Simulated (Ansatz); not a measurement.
Molecular dynamics on a 2×2×1 supercell (16 atoms) of ZnO (P6_3mc), relaxed with r2SCAN. Forces come from PBE in the plane-wave code Ansatz: a Nosé-Hoover thermostat at fixed volume, 1700 K, steps of 1 fs. Classical nuclei, no spin polarisation; a few dozen steps show the first response, not equilibrium.

```yaml
crystal:
  lattice:
    - [6.4707044144, -1.0e-10, 0.0]
    - [-3.2353522072, 5.6037944033, 0.0]
    - [0.0, 0.0, 5.2109131099]
  atoms:
    - { symbol: Zn, position: [0.1666666667, 0.3333333333, 0.4996551081] }
    - { symbol: Zn, position: [0.3333333333, 0.1666666667, -0.0003448919] }
    - { symbol: O, position: [0.3333333333, 0.1666666667, 0.3793548919] }
    - { symbol: O, position: [0.1666666667, 0.3333333333, 0.8793548919] }
    - { symbol: Zn, position: [0.1666666667, 0.8333333333, 0.4996551081] }
    - { symbol: Zn, position: [0.3333333333, 0.6666666667, -0.0003448919] }
    - { symbol: O, position: [0.3333333333, 0.6666666667, 0.3793548919] }
    - { symbol: O, position: [0.1666666667, 0.8333333333, 0.8793548919] }
    - { symbol: Zn, position: [0.6666666667, 0.3333333333, 0.4996551081] }
    - { symbol: Zn, position: [0.8333333333, 0.1666666667, -0.0003448919] }
    - { symbol: O, position: [0.8333333333, 0.1666666667, 0.3793548919] }
    - { symbol: O, position: [0.6666666667, 0.3333333333, 0.8793548919] }
    - { symbol: Zn, position: [0.6666666667, 0.8333333333, 0.4996551081] }
    - { symbol: Zn, position: [0.8333333333, 0.6666666667, -0.0003448919] }
    - { symbol: O, position: [0.8333333333, 0.6666666667, 0.3793548919] }
    - { symbol: O, position: [0.6666666667, 0.8333333333, 0.8793548919] }
kpoints:
  mp_grid: { grid: [3, 3, 4] }
hamiltonian:
  xc: pbe
scf:
  occupations: { method: fermi_dirac, width: 0.146 }
md:
  ensemble: nvt_nose_hoover
  temperature: 1700
  timestep: 1.0
  n_steps: 40
  initial_velocities: maxwell_boltzmann
  seed: 2365
```

Command: `ansatz run input.yaml --threads 4 --pin off --max-ram 3686MiB --backend cpu --events-out ev --progress --plain --runs-dir out`. It took 4.5 min on 4 threads of Arm Neoverse V1, with other jobs on the host; peak host memory 0.9 GiB.

```csv
step,t (fs),T (K),free energy F from step 0 (meV/atom),kinetic energy (meV/atom),largest force (eV/Å)
0,0,1700,0.0,206.0,0.00
1,1,1693,0.9,205.1,0.32
2,2,1670,3.6,202.4,0.63
3,3,1634,8.0,198.0,0.95
4,4,1583,14.2,191.8,1.25
5,5,1520,21.9,184.2,1.55
6,6,1446,30.9,175.2,1.83
7,7,1362,41.0,165.1,2.10
8,8,1273,51.9,154.3,2.37
9,9,1180,63.2,143.0,2.64
10,10,1087,74.5,131.8,2.89
11,11,998,85.4,120.9,3.11
12,12,915,95.5,110.8,3.29
13,13,841,104.5,101.9,3.43
14,14,780,112.0,94.5,3.53
15,15,732,117.9,88.7,3.63
16,16,699,121.9,84.8,3.68
17,17,682,124.1,82.6,3.67
18,18,678,124.7,82.1,3.62
19,19,687,123.7,83.2,3.51
20,20,706,121.5,85.5,3.37
21,21,733,118.3,88.8,3.20
22,22,765,114.5,92.6,3.01
23,23,799,110.5,96.8,2.81
24,24,833,106.5,100.9,2.62
25,25,865,102.9,104.8,2.43
26,26,892,99.8,108.1,2.37
27,27,913,97.4,110.6,2.40
28,28,927,96.0,112.3,2.42
29,29,934,95.4,113.1,2.44
30,30,932,95.9,112.9,2.45
31,31,923,97.3,111.8,2.46
32,32,906,99.6,109.7,2.47
33,33,882,102.8,106.9,2.48
34,34,852,106.7,103.3,2.49
35,35,817,111.2,99.1,2.49
36,36,779,116.1,94.4,2.49
37,37,739,121.3,89.5,2.49
38,38,698,126.6,84.6,2.60
39,39,657,131.8,79.7,2.76
40,40,619,136.7,75.0,2.89
```

The temperature goes from 1700 K to 619 K in 40 fs. The thermostat hasn't had time to restore it. The atoms start on their lattice sites with kinetic energy alone, so much of it first passes into potential energy. By the last step the atoms have moved 0.20 Å in the root mean square, the drift of the whole cell taken out, 0.31 Å at most.

Positions (Å) and forces (eV/Å) at step 40:
```
Zn   0.212   2.041   2.471    -0.943  -2.336   0.853
Zn   1.561   0.954   0.082    -0.104   1.119  -0.164
O    1.768   0.762   1.942    -0.904   0.813   1.622
O    0.003   1.832   4.530    -0.148   0.531  -0.458
Zn  -1.772   4.615   2.811     0.714   0.184  -0.644
Zn  -0.007   3.693   0.036     0.289   0.278  -1.885
O   -0.054   3.765   1.866    -0.195   0.746   1.837
O   -1.651   4.778   4.822     1.768  -0.840  -2.126
Zn   3.132   1.795   2.854     1.230  -0.079  -2.128
Zn   4.805   1.048  -0.002     0.215  -1.022   0.317
O    4.863   1.005   1.987     0.396  -0.509   0.199
O    3.136   1.953   4.705     0.324  -0.823  -0.013
Zn   1.673   4.486   2.357     0.205   1.751   0.839
Zn   3.318   3.797  -0.198    -1.816  -0.109   1.155
O    3.350   3.654   1.833    -0.683  -0.341   1.073
O    1.608   4.612   4.538    -0.349   0.636  -0.477
```
